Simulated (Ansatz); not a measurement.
**Ge: computed property card**

Ge:
```
Ge
1.0
   -2.57264     2.57264     1.41011
    2.57264    -2.57264     1.41011
    2.57264     2.57264    -1.41011
Ge
2
Direct
  0.25000   0.75000   0.50000
  0.50000   0.50000   0.00000
```

Space group I4_1/amd (No. 141), β-Sn type; conventional cell a = b = 5.145 Å, c = 2.820 Å, α = β = γ = 90.00°.

Method: r²SCAN in the plane-wave PAW code Ansatz. The cell and atoms are relaxed at this level. Other levels are named where they apply.

**Cell and energy**

| Item | Result |
|---|---|
| Volume per atom | 18.67 Å³ |
| Density | 6.46 g/cm³ |

**Electronic structure**

| Property | Result |
|---|---|
| Electronic character | metallic (no gap) |
| Density of states at the Fermi level | 0.36 states/eV per atom (mean over ±0.08 eV) |
| Gap with spin–orbit coupling | none (metallic) |

**Mechanics**

| Item | Result |
|---|---|
| Bulk modulus (Birch–Murnaghan fit) | 77.0 GPa |
| Pressure derivative B′ | 4.6 |
| Elastic constants (relaxed ions, GPa) | C11 = 132, C12 = 46.7, C13 = 53.3, C33 = 119, C44 = 51.0, C66 = 64.2 |
| Mechanical stability | stable (all eigenvalues of C positive) |
| Hill bulk and shear moduli | 76.5 and 47.4 GPa |
| Young's modulus | 118 GPa |
| Poisson's ratio | 0.24 |
| Debye temperature from the elastic constants | 337 K |

**Phonons**

| Item | Result |
|---|---|
| Highest zone-centre frequency | 163 cm⁻¹ |
| Zone-centre stability | no imaginary mode at Γ |

This is a known high-pressure phase of the composition, computed here at zero pressure and temperature. The cell was relaxed with r²SCAN under the symmetry of its start. As this level gives no gap, shear constants depend on the k-mesh and smearing (Fermi–Dirac, 0.1 eV here). As this level gives no gap, phonon frequencies hold no LO–TO term and depend on the k-mesh and smearing (Fermi–Dirac, 0.1 eV here). On the denser mesh and wider smearing of the elastic run this cell carries a stress of 0.5 GPa. Spin–orbit coupling is left out wherever it is not named.

Potentials: the earlier of the program's two PAW sets.
